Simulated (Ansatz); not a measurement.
**Does relaxation matter for the field gradients of Cs6AlSb3?**

Start: a COD entry, atoms as given.

```cif
data_Cs6AlSb3
_symmetry_space_group_name_H-M 'P2_1/m'
_symmetry_Int_Tables_number 11
_cell_length_a 10.8446
_cell_length_b 6.5069
_cell_length_c 12.7074
_cell_angle_alpha 90.000
_cell_angle_beta 100.950
_cell_angle_gamma 90.000
loop_
_atom_site_label
_atom_site_type_symbol
_atom_site_symmetry_multiplicity
_atom_site_Wyckoff_symbol
_atom_site_fract_x
_atom_site_fract_y
_atom_site_fract_z
Cs1 Cs 2 e 0.6186 0.2500 0.1741
Cs3 Cs 2 e 0.2549 0.2500 0.2831
Cs5 Cs 2 e 0.9576 0.2500 0.4230
Cs7 Cs 2 e 0.5988 0.2500 0.8657
Cs9 Cs 2 e 0.6316 0.2500 0.5190
Cs11 Cs 2 e 0.9475 0.2500 0.0518
Al Al 2 e 0.8244 0.7500 0.2209
Sb15 Sb 2 e 0.6883 0.7500 0.3753
Sb17 Sb 2 e 0.0701 0.7500 0.2679
Sb19 Sb 2 e 0.7126 0.7500 0.0188
```

One atom of each set is listed.

Method: Kohn–Sham DFT in Ansatz, PBE, plane waves and PAW, scalar-relativistic, 420 eV cutoff, Γ-centred 3×5×3 k-points, Fermi–Dirac smearing 0.02 eV.

The largest force at the start is 0.17 eV/Å. Relaxing the ions at fixed cell moves them by 0.020 Å at most (atom 17, Sb) and 0.012 Å rms.

```
site  moved (Å)                                             first shell before                                              first shell after  V_zz before (10²¹ V/m²)  η before
 Cs1      0.012       7 Cs at 3.88–4.42 Å, 2 Al at 3.93 Å, 5 Sb at 3.95–4.12 Å       7 Cs at 3.90–4.43 Å, 2 Al at 3.92 Å, 5 Sb at 3.95–4.12 Å                    10.06      0.78
 Cs3      0.001                       4 Sb at 3.81–4.27 Å, 8 Cs at 3.97–4.59 Å                       4 Sb at 3.80–4.25 Å, 8 Cs at 3.96–4.58 Å                     9.26      0.37
 Cs5      0.008  6 Cs at 3.82–4.70 Å, 6 Sb at 4.00–4.34 Å, 3 Al at 4.23–4.69 Å  6 Cs at 3.83–4.68 Å, 6 Sb at 4.00–4.33 Å, 3 Al at 4.22–4.70 Å                     3.00      0.25
 Cs7      0.011       5 Sb at 3.87–4.25 Å, 7 Cs at 3.88–4.49 Å, 1 Al at 4.51 Å       5 Sb at 3.87–4.24 Å, 7 Cs at 3.90–4.49 Å, 1 Al at 4.51 Å                    -6.14      0.18
 Cs9      0.006                       4 Sb at 3.80–3.95 Å, 8 Cs at 3.95–4.59 Å                       4 Sb at 3.79–3.94 Å, 8 Cs at 3.96–4.58 Å                     3.31      0.33
Cs11      0.006  6 Cs at 3.77–4.70 Å, 6 Sb at 3.96–4.30 Å, 3 Al at 4.25–4.62 Å  6 Cs at 3.77–4.68 Å, 6 Sb at 3.96–4.31 Å, 3 Al at 4.25–4.63 Å                    -1.35      0.71
  Al      0.004                                            3 Sb at 2.62–2.67 Å                                            3 Sb at 2.63–2.68 Å                     4.37      0.13
Sb15      0.014                                                 1 Al at 2.67 Å                                                 1 Al at 2.68 Å                    10.62      0.93
Sb17      0.020                                                 1 Al at 2.62 Å                                                 1 Al at 2.63 Å                   -13.37      0.53
Sb19      0.019                                                 1 Al at 2.62 Å                                                 1 Al at 2.64 Å                   -13.97      0.81
```

Question: What are V_zz and η after the relaxation?

Answer: 

```csv
site,V_zz after,η after,change of V_zz
Cs1,10.05,0.78,-0.01
Cs3,9.45,0.36,+0.19
Cs5,2.98,0.37,-0.02
Cs7,-6.10,0.19,+0.04
Cs9,3.38,0.30,+0.07
Cs11,-1.48,0.47,-0.13
Al,4.28,0.12,-0.09
Sb15,11.36,0.87,+0.74
Sb17,-13.74,0.61,-0.37
Sb19,-14.49,0.89,-0.52
```

The largest change of V_zz is on Sb15, from 10.62 to 11.36. In per cent, |V_zz| changes by -1 to +9 on Cs, -2 on Al, +3 to +7 on Sb (all sites that start above 0.5). Where |V_zz| stays above 0.1, η moves most on Cs11, from 0.71 to 0.47.

Without spin–orbit coupling (the program notes it for Cs and Sb) the gradients can shift somewhat, as the gap is small. With these PAW files V_zz is typically within 2 to 3 % of all-electron values, but misses above 10 % occur on Sb.
